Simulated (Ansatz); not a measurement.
TlBr:
```xyz
2
Lattice="3.9798 0.0000 0.0000 0.0000 3.9798 0.0000 0.0000 0.0000 3.9798" Properties=species:S:1:pos:R:3 pbc="T T T"
Tl     0.0000     0.0000     0.0000
Br     1.9899     1.9899     1.9899
```

Relaxed with PBE+D3(BJ). 

HSE06 on this cell (Ansatz, a first-principles code, PAW) gives a gap of 2.54 eV. What does PBE+D3(BJ) give?

1.86 eV.

Cost on shared cores: the PBE+D3(BJ) run (SCF on a 7×7×7 mesh, then bands and DOS) roughly 13 core-seconds, the HSE06 run (SCF on 5×5×5, then a few points) very roughly 70 core-seconds; the tasks are unlike.

Space group Pm-3m (CsCl type). Symmetry was held in the PBE+D3(BJ) relaxation; phonons on a q-mesh show no instability. Spin–orbit coupling is left out wherever it is not named.

Potentials: the later of the program's two PAW sets.

Ansatz is a plane-wave DFT program.
